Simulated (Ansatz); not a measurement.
BaTiHO₂ in space group P4/mmm (No. 123; Ba on 1d, Ti on 1a, O on 2f, H on 1b), the program Ansatz at the PBEsol level (PAW), all energies at zero smearing, with the estimated change up to a 700 eV cutoff added, with one set of potentials and settings (totals compare only within such a set). Cell of 5 atoms (1 Ba, 1 Ti, 2 O, 1 H): -9480.249 eV.

```json
[
 {"element": "Ba", "reference phase": "Im-3m, 1 atoms in the cell", "E (eV/atom)": "-5862.6098"},
 {"element": "Ti", "reference phase": "P6/mmm, 3 atoms in the cell", "E (eV/atom)": "-2473.9117"},
 {"element": "O", "reference phase": "C2/m, 4 atoms in the cell, spin-polarised", "E (eV/atom)": "-558.3554"},
 {"element": "H", "reference phase": "Cmce, 4 atoms in the cell", "E (eV/atom)": "-15.6194"}
]
```

Formation energy per atom, worked out: (-9480.249 − 1×(-5862.6098) − 1×(-2473.9117) − 2×(-558.3554) − 1×(-15.6194))/5 = -2.279 eV/atom (-220 kJ per mol of atoms), at 0 K, without zero-point energy or fitted corrections.

The start of the workflow was typed in or built on a structure type; neither database checked (COD, Materials Project) lists it. Its standing as an ambient phase is unchecked. The PBEsol relaxation kept the symmetry of its start; its stability against distortions is not shown here. Spin order of the final state: ferromagnetic, chosen from 4 collinear starts compared on coarse meshes (ties went to the first, and starts can fall back to one state), not a proven ground state. No Hubbard U is applied. The references are the lowest solids computed at this level, not always the standard phases (solids in place of the gases). Scalar-relativistic: spin–orbit coupling is off unless named, which matters more the heavier the elements.

Potentials: the later of the program's two PAW sets.
